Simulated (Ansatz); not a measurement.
Cs in space group I4_1/amd (No. 141; Cs on 4b) under volume change, the program Ansatz at the PBEsol level (PAW), shape and atoms relaxed at each volume.

```csv
V (Å³/atom),E − E(relaxed) (meV/atom),P (GPa)
104.418,6.1,0.20
107.860,2.6,0.13
111.302,0.6,0.06
114.745,0.0,0.00
118.187,0.6,-0.05
121.629,2.2,-0.10
125.072,4.7,-0.14
```

Q: What does a third-order Birch–Murnaghan fit give for V₀, B₀ and B′?

A: V₀ = 114.71 Å³/atom, B₀ = 1.8 GPa, B′ = 3.5.

The workflow started from a Materials Project entry (that database holds measured and hypothetical structures alike); the Crystallography Open Database copy checked does not list it. It is not the phase usual at ambient conditions (space group No. 229). The PBEsol relaxation kept the symmetry of its start. At this level the phase is mechanically unstable. Spin–orbit coupling is left out wherever it is not named.

Potentials: the later of the program's two PAW sets.
